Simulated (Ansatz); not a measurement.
ScAl (Pm-3m), a vibration from a frozen displacement

Theory: DFT PBEsol, scalar-relativistic, plane waves, PAW in Ansatz 0.2.0. Cutoff 420 eV, Γ-centred 14×14×14 k-points, Gaussian smearing of 0.15 eV. No spin polarisation. Energies are free energies at this smearing, counted from the undisturbed cell; pressure is positive in compression.

The undisturbed cell (as given, not relaxed at this level; it stands at -1.8 GPa, and it needn't be the usual structure):

```
Sc Al
1.0
     3.37035    0.00000    0.00000
     0.00000    3.37035    0.00000
     0.00000    0.00000    3.37035
Sc Al
1 1
Direct
  0.50000 0.50000 0.50000
  0.00000 0.00000 0.00000
```

Every Sc atom is moved by x along the Cartesian unit vector (0.000, 0.000, 1.000); the cell and all other atoms stay fixed. The cell's volume is 38.28 Å³; the moved atoms weigh 44.956 u together and the others 26.982 u. Some rows repeat others by symmetry and weren't run.

```csv
x (Å),ΔE (meV/cell),total force on the moved atoms along the move (eV/Å),pressure (GPa)
-0.5000,597.91,2.3416,4.4606
-0.4375,459.85,2.0736,3.0738
-0.3750,338.97,1.7927,1.8359
-0.3125,235.94,1.5028,0.7624
-0.2500,151.24,1.2068,-0.1345
-0.1875,85.16,0.9072,-0.8444
-0.1250,37.87,0.6056,-1.3583
-0.0625,9.47,0.3031,-1.6693
0.0000,0.00,0.0000,-1.7732
0.0625,9.47,-0.3031,-1.6693
0.1250,37.87,-0.6056,-1.3583
0.1875,85.16,-0.9072,-0.8444
0.2500,151.24,-1.2068,-0.1345
0.3125,235.94,-1.5028,0.7624
0.3750,338.97,-1.7927,1.8359
0.4375,459.85,-2.0736,3.0738
0.5000,597.91,-2.3416,4.4606
```

Q: What frequency belongs to this motion?

A: The force constant is k = −dF/dx = 4.850 eV/Å², from the parabola through x = -0.0625, 0 and 0.0625. In every cell the moved atoms swing against the rest, so the mass is μ = m₁m₂/(m₁ + m₂) = 16.862 u, and ν̃ = 521.5 cm⁻¹ × √(|k|/μ) = 280 cm⁻¹, at this cell's pressure of -1.8 GPa. To first order in x, and within 1 %, the force on every atom lies along the move and, within each of the two groups, in proportion to the atom's mass, so this is itself a mode at the zone centre of this cell.

Q: How far does the harmonic law reach?

A: At x = -0.500 Å, kx²/2 = 606.20 meV against the computed 597.91 meV (-1.4 %): the well is still close to harmonic there.

Q: The pressure changes with x². What does that say about the frequency under compression?

A: With E = k(V)x²/2, k ∝ V^(−2γ) and x scaling with the cell as V^(1/3), P − P0 = −∂E/∂V = (2γ − 2/3) ΔE/V. At x = 0.1250 Å, V(P − P0) = 38.28 × 0.41496 / 160.2 eV = 99.16 meV and ΔE = 37.87 meV, so γ = 1/3 + V(P − P0)/(2ΔE) = 1.64. This is the Grüneisen parameter of the motion under uniform scaling of the cell: shrinking the cell evenly by 1 % in volume raises the frequency by about 1.64 %.

In a metal these slopes depend on the k mesh and the smearing.